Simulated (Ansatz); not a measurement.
## Pd: do energies and stresses tell the same story?

Level of theory: DFT PBEsol, scalar-relativistic, plane waves, PAW in Ansatz 0.2.0.

Plane waves to 420 eV, a k mesh through Γ of 18×18×18 on the computed 1-atom cell and Gaussian smearing (0.10 eV); no spin polarisation.

Relaxed cell: Fm-3m, a = 3.875 Å, b = 3.875 Å, c = 3.875 Å, α = 90.00°, β = 90.00°, γ = 90.00°, 1 atom in the primitive cell.

Energies at zero smearing and pressures from the stress tensor, at volumes with shape and atoms relaxed:
| V (Å³/atom) | E − E(first) (meV/atom) | P (GPa) |
| --- | --- | --- |
| 13.673 | 0.00 | 14.98 |
| 14.110 | -29.03 | 6.78 |
| 14.546 | -37.72 | 0.01 |
| 14.982 | -29.64 | -5.58 |
| 15.419 | -7.76 | -10.16 |

**Question.** Check P = −dE/dV between neighbouring volumes, and get the bulk modulus from the pressures alone.

**Answer.** With 1 eV/Å³ = 160.2 GPa:
| middle V (Å³/atom) | −ΔE/ΔV (GPa) | mean P (GPa) |
| --- | --- | --- |
| 13.892 | 10.657 | 10.882 |
| 14.328 | 3.192 | 3.393 |
| 14.764 | -2.967 | -2.785 |
| 15.201 | -8.033 | -7.870 |

The two differ by 0.23 GPa at most. The mean of two end pressures misses the average over a step by about ΔV² P″/12, up to 0.13 GPa here; with that taken off 0.10 GPa remains. The stress is the derivative of the free energy, not of the energy at zero smearing, and with free energies 0.00 GPa remains. Around V = 14.546 Å³/atom, the two neighbours give B = −V ΔP/ΔV = 14.546 × 12.36 / 0.873 = 205.9 GPa, against B0 = 205.0 GPa from the Birch–Murnaghan fit of the energies.